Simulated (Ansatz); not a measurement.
## Data sheet: Mg (DFT)

Mg:
```xyz
3
Lattice="1.5700 0.9065 7.6071 -1.5700 0.9065 7.6071 0.0000 -1.8129 7.6071" Properties=species:S:1:pos:R:3 pbc="T T T"
Mg     0.0000     0.0000     0.0000
Mg     0.0000     0.0000     5.0672
Mg     0.0000     0.0000    17.7541
```

Space group R-3m (No. 166), 9R (Sm type); conventional cell a = b = 3.140 Å, c = 22.821 Å, α = β = 90.00°, γ = 120.00°.

Method: LDA (plane waves, PAW; program Ansatz). Geometry: relaxed at this level of theory. Other levels are named where they apply.

**Cell and energy**

| Quantity | Value |
|---|---|
| Volume per atom | 21.65 Å³ |
| Density | 1.86 g/cm³ |

**Electronic structure**

| Quantity | Result |
|---|---|
| Electronic character | metallic (no gap) |
| Density of states at the Fermi level | 0.42 states/eV per atom (mean over ±0.08 eV) |

**Mechanics**

| Quantity | Value |
|---|---|
| Bulk modulus (Birch–Murnaghan fit) | 395 kbar |
| Pressure derivative B′ | 4.0 |

**Phonons**

| Item | Result |
|---|---|
| Highest zone-centre frequency | 226 cm⁻¹ |
| Zone-centre stability | no imaginary mode at Γ |

The workflow started from a Materials Project entry (that database holds measured and hypothetical structures alike); the Crystallography Open Database copy checked does not list it. It is not the phase usual at ambient conditions (space group No. 194). The cell was relaxed with LDA under the symmetry of its start. As this level gives no gap, phonon frequencies hold no LO–TO term and depend on the k-mesh and smearing (Fermi–Dirac, 0.1 eV here). Axis ratios of metals converge slowly with the k-mesh, so a and c are less sure than the volume.

Potentials: the later of the program's two PAW sets.
